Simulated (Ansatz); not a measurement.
### Question
Each is relaxed and computed with r²SCAN in the plane-wave PAW code Ansatz. Which is the only metal?
(A) SrBiIO2, Cmcm (Sr on 4c, Bi on 4c, I on 4c, O on 8e)
(B) BiB, zinc blende
(C) CrB, Cmcm (Cr on 4c, B on 4c)
(D) KTl2CrF6, Fm-3m (K on 4b, Cr on 4a, Tl on 8c, F on 24e)

### Answer
C, CrB, Cmcm (Cr on 4c, B on 4c). CrB: metal; KTl2CrF6: gap 2.81 eV; BiB: gap 0.39 eV (direct); SrBiIO2: gap 3.34 eV (indirect). Spin orders computed, not proven ground states: KTl2CrF6, Fm-3m (K on 4b, Cr on 4a, Tl on 8c, F on 24e) ferromagnetic. Constructed cells (a structure type filled with these elements, in neither database checked): BiB, zinc blende. Standing as an ambient phase not checked: CrB, Cmcm (Cr on 4c, B on 4c); KTl2CrF6, Fm-3m (K on 4b, Cr on 4a, Tl on 8c, F on 24e); SrBiIO2, Cmcm (Sr on 4c, Bi on 4c, I on 4c, O on 8e). Began spin-polarised and lost the moments: CrB, Cmcm (Cr on 4c, B on 4c). All cells were relaxed under the symmetry of their starts (and spin orders); stability against distortions was not tested throughout. No Hubbard U is applied. Spin–orbit coupling is left out wherever it is not named.

Potentials: the later of the program's two PAW sets.
